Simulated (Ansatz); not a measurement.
**Fields on a plane of CrI3 (BiI3 type, space group R-3)**

```xyz
8
Lattice="3.4460 1.9896 6.6325 -3.4460 1.9896 6.6325 0.0000 -3.9791 6.6325" Properties=species:S:1:pos:R:3 pbc="T T T"
Cr     0.0000     0.0000     6.6402
Cr     0.0000     0.0000    13.2573
I     -2.2420    -0.1120     8.1958
I      1.2180    -1.8856     8.1958
I      1.0239     1.9976     8.1958
I      2.2420     0.1120    11.7017
I     -1.2180     1.8856    11.7017
I     -1.0239    -1.9976    11.7017
```

The slice is a (0001) plane (indices of the conventional cell) through the point (0.272, 0.569, 0.923) (fractional), spanned by u = [1 0 -1] and v = [-1 2 -1] in vectors of this cell: u (6.89 Å) and v (11.94 Å, at 90° to u). It covers one period; positions are fractions (u, v).

Atoms on it: I at (0.00, 0.35); I at (0.50, 0.85); I at (0.47, 0.18); I at (0.97, 0.68); I at (0.00, 0.00); I at (0.50, 0.50).

Level of theory: r2SCAN+rVV10 (plane waves to 500 eV, PAW, scalar-relativistic; Ansatz, an electronic-structure program). k mesh 6×6×6. Inside the PAW spheres the values are not all-electron values, and peaks at nuclei hang on which shells count as valence. CrI3 was relaxed with its symmetry unable to fall. Relaxed CrI3 ends ferromagnetic. Spin-orbit coupling is left out, though I is heavy. The magnetic order is the one the run started from; other orders were not tried.

| v \ u | 0.00 | 0.12 | 0.25 | 0.38 | 0.50 | 0.62 | 0.75 | 0.88 |
|---|---|---|---|---|---|---|---|---|
| 0.93 | 0.60 | 0.72 | 0.10 | 0.71 | 0.63 | 0.73 | 0.10 | 0.70 |
| 0.86 | 0.24 | 0.10 | 0.19 | 0.62 | x | 0.60 | 0.30 | 0.13 |
| 0.79 | 0.64 | 0.37 | 0.08 | 0.79 | 0.63 | 0.66 | 0.11 | 0.62 |
| 0.71 | x | 0.77 | 0.08 | 0.27 | 0.52 | 0.10 | 0.44 | 0.59 |
| 0.64 | x | 0.76 | 0.10 | 0.18 | 0.38 | 0.07 | 0.47 | 0.58 |
| 0.57 | 0.67 | 0.44 | 0.07 | 0.80 | 0.66 | 0.67 | 0.11 | 0.66 |
| 0.50 | 0.18 | 0.07 | 0.22 | 0.62 | x | 0.60 | 0.30 | 0.11 |
| 0.43 | 0.63 | 0.73 | 0.10 | 0.70 | 0.60 | 0.72 | 0.10 | 0.71 |
| 0.36 | x | 0.60 | 0.30 | 0.13 | 0.24 | 0.10 | 0.19 | 0.62 |
| 0.29 | 0.63 | 0.66 | 0.11 | 0.62 | 0.64 | 0.37 | 0.08 | 0.79 |
| 0.21 | 0.52 | 0.10 | 0.44 | 0.59 | x | 0.77 | 0.08 | 0.27 |
| 0.14 | 0.38 | 0.07 | 0.47 | 0.58 | x | 0.76 | 0.10 | 0.18 |
| 0.07 | 0.66 | 0.67 | 0.11 | 0.66 | 0.67 | 0.44 | 0.07 | 0.80 |
| 0.00 | x | 0.60 | 0.30 | 0.11 | 0.18 | 0.07 | 0.22 | 0.62 |

Values: electron localisation function (ELF). Points within 0.5 Å of a nucleus are blanked (x), as the pseudised field means little there.

```
|5535787555555301|
|3455653234556531|
|4555530155357765|
|6555531344147986|
|5555555642047986|
|3456667862146764|
|0256666764456530|
|3566666665555433|
|4786666666555456|
|3576666665555433|
|0256666764456530|
|2456667862256753|
|5555555752047986|
|6555531444147997|
|5555530155357875|
|3455653134556532|
|5535776545555301|
|4414798665555313|
|4204798655555556|
|6214676434566678|
|6445653002566667|
|6555543335666666|
|6655545647866666|
|6555543335766666|
|6445653002566667|
|6225675324566678|
|5204798655555557|
|4414799765555314|
```
Scale: ten equal steps from -0.028 (start of '0') to 0.018 (end of '9'), in the order '0123456789'. Values: spin density, up minus down in e/Å³. The map has 16 points along u (one character each, u = 0 at the left) and 28 along v (v = 0 in the bottom row).
